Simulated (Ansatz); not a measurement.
SrIF:
Space group P4/nmm, origin choice 1 (No. 129); a = b = 4.246 Å, c = 9.003 Å, α = β = γ = 90.00°

```tsv
atom	site	symmetry	x	y	z
Sr	2c	4mm	0.5000	0.0000	0.1478
I	2c	4mm	0.0000	0.5000	0.3270
F	2a	-4m2	0.0000	0.0000	0.0000
```

Relaxed with r²SCAN+D4. r²SCAN+D4 in the plane-wave PAW code Ansatz gives a gap of 5.08 eV.

Question: What gap does HSE06 give on the same cell (Ansatz, PAW)?

Answer: 5.52 eV, 0.44 eV more. The hybrid was solved on a coarser mesh and at special points; its gap is the smallest among all of these.

Cost on shared cores: the r²SCAN+D4 run (SCF on a 7×7×3 mesh, then bands and DOS) around 2.2 core-minutes (rough), the HSE06 run (SCF on 4×4×2, then a few points) around 80 core-seconds (rough); the tasks are unlike.

The first step of the workflow began from a Materials Project structure, measured or hypothetical; the Crystallography Open Database copy checked does not list it. Its standing as an ambient phase is unchecked. The cell was relaxed with r²SCAN+D4 under the symmetry of its start; whether a distortion lowers the energy is not shown. Spin–orbit coupling is left out wherever it is not named.

Potentials: the later of the program's two PAW sets.
